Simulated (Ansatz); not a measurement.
All numbers below come from DFT PBE, scalar-relativistic, plane waves, PAW (Ansatz 0.2.0). Settings: cutoff 420 eV, Γ-centred meshes spaced at most about 0.3 Å⁻¹, and about 0.25 Å⁻¹ or finer for metals (2π included), Gaussian smearing. No spin polarisation in the final relaxations.

These are static total energies at zero pressure.

Two relaxed structures of MgCdO:

A.

```cif
data_structure
_symmetry_space_group_name_H-M 'P-6m2'
_symmetry_Int_Tables_number 187
_cell_length_a 3.8839
_cell_length_b 3.8839
_cell_length_c 4.0314
_cell_angle_alpha 90.000
_cell_angle_beta 90.000
_cell_angle_gamma 120.000
_cell_volume 52.66
loop_
_atom_site_label
_atom_site_type_symbol
_atom_site_symmetry_multiplicity
_atom_site_Wyckoff_symbol
_atom_site_fract_x
_atom_site_fract_y
_atom_site_fract_z
_atom_site_occupancy
Mg1 Mg 1 b 0.00000 0.00000 0.50000 1
Cd1 Cd 1 c 0.33333 0.66667 0.00000 1
O1 O 1 e 0.66667 0.33333 0.00000 1
```

B.

```cif
data_structure
_symmetry_space_group_name_H-M 'P4/nmm:1'
_symmetry_Int_Tables_number 129
_cell_length_a 4.0176
_cell_length_b 4.0176
_cell_length_c 7.4944
_cell_angle_alpha 90.000
_cell_angle_beta 90.000
_cell_angle_gamma 90.000
_cell_volume 120.97
loop_
_atom_site_label
_atom_site_type_symbol
_atom_site_symmetry_multiplicity
_atom_site_Wyckoff_symbol
_atom_site_fract_x
_atom_site_fract_y
_atom_site_fract_z
_atom_site_occupancy
Mg1 Mg 2 c 0.00000 0.50000 0.98869 1
Cd1 Cd 2 c 0.00000 0.50000 0.45344 1
O1 O 2 a 0.00000 0.00000 0.00000 1
```

Task: Which is lower in energy, and by how much?

Result: B is lower, by 1.01 eV/atom. A has space group P-6m2 (No. 187), 17.6 Å³/atom and no gap on its mesh; B has space group P4/nmm (No. 129), 20.2 Å³/atom and no gap. Counting O atoms around Cd and Mg (those within 1.25 times the shortest such distance or 1.15 times the sum of covalent radii; a plus sign parts nearer from farther groups; the shortest distance is added where it is long for a bond), A has Mg 6 from 3.0 Å, Cd 3 and B has Mg 4, Cd 4+4 from 3.9 Å. The lower one is the more open, so pressure narrows the difference. In A, around Mg lie 6 Cd at 3.02 Å and 6 O at 3.02 Å; Cd is surrounded by 3 O at 2.24 Å and 6 Mg at 3.02 Å; O has 3 Cd at 2.24 Å and 6 Mg at 3.02 Å. In B, Mg is surrounded by 4 O at 2.01 Å and 4 Mg at 2.85 Å; Cd is surrounded by 4 Cd at 2.93 Å; O has 4 Mg at 2.01 Å. Both come from invented guesses. A third cell relaxed alike, in Cmcm, lies 86 meV/atom below the lower of the two; the P-6m2 cell fell into it when its atoms were moved at random.

Cells relaxed within their symmetry can be saddle points.
